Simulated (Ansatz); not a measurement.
Ca (fcc (Cu type)), relaxed with PBEsol (Ansatz, a quantum-chemistry and plane-wave program, plane waves, PAW): a = 5.455 Å, b = 5.455 Å, c = 5.455 Å, α = 90.00°, β = 90.00°, γ = 90.00°.

```
Item                  Result
--------------------  ------
B₀ by P(V) fit (GPa)    17.9
K_Hill (GPa)            18.1
G_Hill (GPa)             9.0
Θ_D (K)                  227
```

Task: The same phase is relaxed and computed with PBE in the same code. What are the cell and these values now?

Result: a = b = c = 5.5256 Å, α = β = γ = 90.00°.

B₀ by P(V) fit (GPa): 17.4
K_Hill (GPa): 17.5
G_Hill (GPa): 8.8
Θ_D (K): 225

All cells were relaxed under the symmetry of their starts (and spin orders); stability against distortions was not tested throughout.

Potentials: the earlier of the program's two PAW sets. The files were generated under PBE; for other functionals the program regenerates the frozen cores, and for LDA and PBEsol the local potential too.

Ansatz is a plane-wave DFT program.
